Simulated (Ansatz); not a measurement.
ZnCu₂O₄:
```
ZnCu2O4
1.0
   -2.67541     2.67541     5.07725
    2.67541    -2.67541     5.07725
    2.67541     2.67541    -5.07725
Zn Cu O
2 4 8
Cartesian
  0.00000   0.00000   0.00000
  0.00000   2.67541   2.53863
  1.33771   0.00000   3.80794
  2.67541   1.33771   1.26931
  1.33771   2.67541  -1.26931
  0.00000   1.33771   6.34656
  2.67541   1.45268  -1.26724
  3.89815   0.00000   1.27138
  0.00000   1.22274   3.81001
  1.45268   0.00000   1.27138
  2.67541   1.22274   3.80587
  1.22274   0.00000   6.34449
  2.67541  -1.22274   3.80587
  1.45268   2.67541   1.26724
```

This is the LDA-relaxed structure.

### Question
All from plane-wave PAW LDA (Ansatz code), unless another level is named. Give the band gap.

### Answer
0.26 eV (indirect).

### Question
Next, the conduction-band minimum?

### Answer
on the P–N line, 15 % of the way from P (8 equivalent valleys).

### Question
What about the weight of the valence-edge state by species (Voronoi cells)?

### Answer
O 50 %, Cu 43 %, Zn 6 %.

Space group I4_1/amd. The first step of the workflow began from a Materials Project structure, measured or hypothetical; the Crystallography Open Database copy checked does not list it. Its standing as an ambient phase is unchecked. The cell was relaxed with LDA under the symmetry of its start; of distortions, only those at the zone centre were tested. No spin polarisation was allowed. No Hubbard U is applied.

Potentials: the later of the program's two PAW sets.
